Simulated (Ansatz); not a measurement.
In the program Ansatz at the r²SCAN level (PAW), B in the cubic phase (Pm-3m; B on 6f) relaxes to a = 4.145 Å.

Electronic character: metallic (no gap).

The bulk modulus is 131 GPa. The relaxed-ion elastic constants in GPa are C11 = 169, C12 = 111, C44 = 31.1. The elastic constants imply a Debye temperature near 661 K.

The start of the workflow was typed in or built on a structure type; neither database checked (COD, Materials Project) lists it. It is not the phase usual at ambient conditions (space group No. 166). The r²SCAN relaxation kept the symmetry of its start; its stability against distortions is not shown here. As this level gives no gap, shear constants depend on the k-mesh and smearing (Fermi–Dirac, 0.1 eV here).

Potentials: the earlier of the program's two PAW sets.
